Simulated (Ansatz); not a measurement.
A relaxation computed with Ansatz, from input to last step.

```yaml
crystal:
  lattice:
    - [2.8470251519, 0.0, 0.0]
    - [0.0, 2.8470251519, 0.0]
    - [0.0, 0.0, 3.452696455]
  atoms:
    - { symbol: Mn, position: [0.0, 0.0, 0.0], spin: 4.12 }
    - { symbol: Pt, position: [0.5, 0.5, 0.5], spin: 0.48 }
basis:
  ecutwfc: 420
kpoints:
  mp_grid: { grid: [14, 14, 12] }
hamiltonian:
  xc: pbesol
scf:
  occupations: { method: gaussian, width: 0.1 }
output:
  forces: true
  stress: true
  eigenvalues: true
  populations: true
magnetization:
  spin_polarized: true
relax:
  adjacent_minimum: "off"
  f_tol: 0.01
  max_steps: 30
  cell: { stress_tol: 0.1, fix: [volume] }
```

```bash
ansatz run input.yaml --threads 1 --pin off --max-ram 2560MiB --backend cpu --events-out ev --progress --plain --runs-dir out
```

Theory: DFT PBEsol, scalar-relativistic, plane waves, PAW (Ansatz 0.2.0).

The volume is held at 0.97 times that of the relaxed cell.

Of 4 frames 3 are shown, positions in Å and forces in eV/Å; the SCF threshold varies from step to step. Steps run on the plane waves of an earlier cell, with a Pulay correction in the pressure. The basis is chosen afresh for the last frame, the zero of the energies, and at times for earlier ones too; energy and pressure step there, also at an unchanged geometry.

```xyz
2
Lattice="2.8470 0.0000 0.0000 0.0000 2.8470 0.0000 0.0000 0.0000 3.4527" Properties=species:S:1:pos:R:3:forces:R:3 pbc="T T T" step=1 free_energy_over_end_meV_per_atom=0.28 pressure_GPa=5.78
Mn    0.0000    0.0000    0.0000    0.0000    0.0000    0.0000
Pt    1.4235    1.4235    1.7263    0.0000    0.0000    0.0000
2
Lattice="2.8406 0.0000 0.0000 0.0000 2.8406 0.0000 0.0000 0.0000 3.4682" Properties=species:S:1:pos:R:3:forces:R:3 pbc="T T T" step=2 free_energy_over_end_meV_per_atom=0.04 pressure_GPa=5.64
Mn    0.0000    0.0000    0.0000    0.0000    0.0000    0.0000
Pt    1.4203    1.4203    1.7341    0.0000    0.0000    0.0000
2
Lattice="2.8364 0.0000 0.0000 0.0000 2.8364 0.0000 0.0000 0.0000 3.4786" Properties=species:S:1:pos:R:3:forces:R:3 pbc="T T T" step=4 free_energy_over_end_meV_per_atom=0.00 pressure_GPa=5.54
Mn    0.0000    0.0000    0.0000    0.0000    0.0000    0.0000
Pt    1.4182    1.4182    1.7393    0.0000    0.0000    0.0000
```

Time: 42 s on 1 thread of Intel(R) Xeon(R) 6975P-C (Granite Rapids), with other jobs on the host, peak memory 0.6 GiB.

Spin-orbit coupling is left out, which matters for the bands of heavy elements. Only parallel moments were tried here.